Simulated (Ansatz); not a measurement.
This run works on a generated trial structure, not on a known crystal.

Input and command of a plane-wave DFT calculation in Ansatz:

```yaml
crystal:
  lattice:
    - [4.3736817539, 0.0, 0.0]
    - [0.0, 5.822091567, 2.8430056917]
    - [0.0, -5.822091567, 2.8430056917]
  atoms:
    - { symbol: Rb, position: [0.5, 0.8678008487, 0.8678008487] }
    - { symbol: Tl, position: [0.0, 0.5665251823, 0.2221097238] }
    - { symbol: Tl, position: [0.0, 0.2221097238, 0.5665251823] }
    - { symbol: "N", position: [0.0, 0.5296797652, 0.5296797652] }
basis:
  ecutwfc: 500
kpoints:
  mp_grid: { grid: [8, 8, 8] }
hamiltonian:
  xc: r2scan
scf:
  occupations: { method: gaussian, width: 0.1 }
output:
  forces: true
  stress: true
  eigenvalues: true
```

```bash
ansatz run input.yaml --threads 1 --pin off --max-ram 2560MiB --backend cpu --events-out ev --progress --plain --runs-dir out
```

Processor: Intel(R) Xeon(R) Processor @ 2.50GHz (Skylake/Cascade Lake), 1 thread, on a host shared with other jobs.

Estimate time, memory and problem size.

About 120 s, peak memory 0.85 GiB. It solves 24 bands at 105 k points (after reduction by symmetry) with about 3653 plane waves, in 9 SCF iterations.
